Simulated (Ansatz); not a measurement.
HfN (rock salt)

```
HfN
1.0
    0.00000     2.27401     2.27401
    2.27401     0.00000     2.27401
    2.27401     2.27401     0.00000
N Hf
1 1
Direct
  0.00000   0.00000   0.00000
  0.50000   0.50000   0.50000
```

This relaxed cell (volume V₀) is scaled evenly in all directions, its shape held. Symmetry pins the atoms to their sites.

The numbers are results of PBE (plane waves to 420 eV, PAW, scalar-relativistic; Ansatz, a program for electronic structure), not measurements. k mesh 18×18×18 (Γ-centred), Fermi-Dirac smearing 0.05 eV. E stands for the smeared free energy. Stress and pressure are positive under compression. HfN is run without spin polarisation. HfN was relaxed with its symmetry unable to fall. Spin-orbit coupling is left out, though Hf is heavy. The PAW data are Ansatz's earlier set. The zero of ΔE is the relaxed starting cell. The last digit holds for this mesh only.

```json
[
 {"V (Å³/atom)": "10.583", "ΔE (meV/atom)": "116.1"},
 {"V (Å³/atom)": "10.818", "ΔE (meV/atom)": "71.5"},
 {"V (Å³/atom)": "11.054", "ΔE (meV/atom)": "withheld"},
 {"V (Å³/atom)": "11.289", "ΔE (meV/atom)": "16.6"},
 {"V (Å³/atom)": "11.524", "ΔE (meV/atom)": "4.0"},
 {"V (Å³/atom)": "11.759", "ΔE (meV/atom)": "0.0"},
 {"V (Å³/atom)": "11.994", "ΔE (meV/atom)": "3.7"},
 {"V (Å³/atom)": "12.230", "ΔE (meV/atom)": "14.4"},
 {"V (Å³/atom)": "12.465", "ΔE (meV/atom)": "31.4"},
 {"V (Å³/atom)": "12.700", "ΔE (meV/atom)": "54.0"},
 {"V (Å³/atom)": "12.935", "ΔE (meV/atom)": "81.6"}
]
```

Fit a third-order Birch-Murnaghan form (E₀, V₀, B₀, B₀′ free) to the given rows and predict ΔE at V = 11.054.

Least squares on the 10 given rows: ΔE = E₀ + (9V₀B₀/16)·y²·[2 + (B₀′ − 4)y], y = (V₀/V)^(2/3) − 1, with V₀ = 11.759 Å³/atom, B₀ = 262.9 GPa (160.2 GPa = 1 eV/Å³; the term in eV is multiplied by 1000), B₀′ = 4.26, E₀ = 0.00 meV/atom; root-mean-square residual 0.03 meV/atom. At 11.054 the fit gives 38.6 meV/atom; the calculation gives 38.8 meV/atom, so the interpolation is off by -0.2 (-0.5 %). For the pressure the fit gives 18.5 GPa against the computed 18.6 GPa.

(Under strain, the slope of the energy per volume gives the stress and its curvature an elastic modulus.)
